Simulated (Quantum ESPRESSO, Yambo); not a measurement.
# Levels of theory for the gap of Zn₂P₂O₇

Zn₂P₂O₇ (space group C2/m, No. 12): one geometry, one set of norm-conserving PBEsol (Quantum ESPRESSO, 84 Ry, without SOC) orbitals, self-energies from Yambo (2×2×4 Γ-centred k mesh, bands 9 to 201 and a 7 Ry block in the screening, 201 bands in G with the Bruneval-Gonze terminator, plasmon pole fitted at 27.2 eV).

The geometry is that of Materials Project entry mp-551741, symmetrised and not relaxed again.

| level | gap (0, 0, -0.5) → Γ (eV) | direct gap at Γ (eV) | rough Yambo cost |
|---|---|---|---|
| PBEsol (Quantum ESPRESSO) | 3.63 | 4.11 | – |
| exchange only (Hartree-Fock self-energy on PBEsol orbitals) | 14.25 | 14.99 | about 1/9 (12 states) |
| static COHSEX@PBEsol | 6.67 | 7.32 | within a factor of two (3 states) |
| G0W0@PBEsol, plasmon pole | 5.92 | 6.48 | 1 (12 states) |

Bare exchange has no screening and gives the widest gap; static COHSEX screens it but leaves out the frequency dependence, which G0W0 restores.

Costs are rough ratios of core time on shared machines.

Nearest settings tried, and what they do to the gap: 92 bands in W, 92 bands in G: +379 meV; 6 Ry block (201 vectors against 263): -44 meV. Not varied: mesh. So the settings aren't converged at that level. Oxides, nitrides and fluorides with a shallow 3d shell are known to need far more bands and larger blocks.

The structure is a Materials Project entry; no match was found in the copy of COD used, and its stability was not checked.
